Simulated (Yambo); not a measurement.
Yambo run on CdCl2 (space group R-3m, No. 166). The wavefunctions are PBEsol (pw.x of Quantum ESPRESSO, ONCV potentials, no spin-orbit coupling) ones on a 4×4×4 mesh (17 occupied bands); a = b = c = 6.4992 Å, α = β = γ = 34.52°.

Yambo input:

```
rim_cut
gw0
dyson
el_el_corr
HF_and_locXC
ppa
em1d
RandQpts= 1000000
RandGvec= 1 Ry
EXXRLvcs= 102 Ry
VXCRLvcs= 408 Ry
Chimod= "HARTREE"
% BndsRnXp
 5 | 35 |
%
NGsBlkXp= 8 Ry
% LongDrXp
 1.0 | 1.0 | 1.0 |
%
PPAPntXp= 27.2114 eV
% GbndRnge
 1 | 35 |
%
GTermKind= "BG"
DysSolver= "n"
ExtendOut
% QPkrange
 1 | 1 | 17 | 18 |
 7 | 7 | 17 | 17 |
%
```

k points by index: 1 = Γ, 7 = F.

The o-*.qp file then holds:

```
#    K-point    Band    Eo [eV]    E [eV]    E-Eo [eV]    Vxc [eV]    Vnlxc [eV]    Sc|Eo [eV]    Sc|E [eV]    dSc/dw|Eo [eV]    Re(Z)    Im(Z)
#
    1    17    -0.100988    -1.259009    -1.158021    -16.02763    -20.37026    2.892363    3.184612    -6.866399    0.798505    -0.001550
    1    18    3.442848    4.830243    1.387396    -11.46962    -7.291296    -2.536811    -2.790930    -4.983758    0.845200    -0.001184
    7    17    0.000000    -1.185591    -1.185591    -15.68733    -20.10417    2.929290    3.231256    -6.929689    0.797025    -0.001577
```
(The two width columns are left out.) Convergence of these settings isn't established.

Geometry of the Materials Project entry, not relaxed at this level.

The distance between layers or molecules is the database entry's, not relaxed here. Functionals without dispersion can leave it too large, which widens gaps and weakens the response across layers: the numbers belong to this cell.
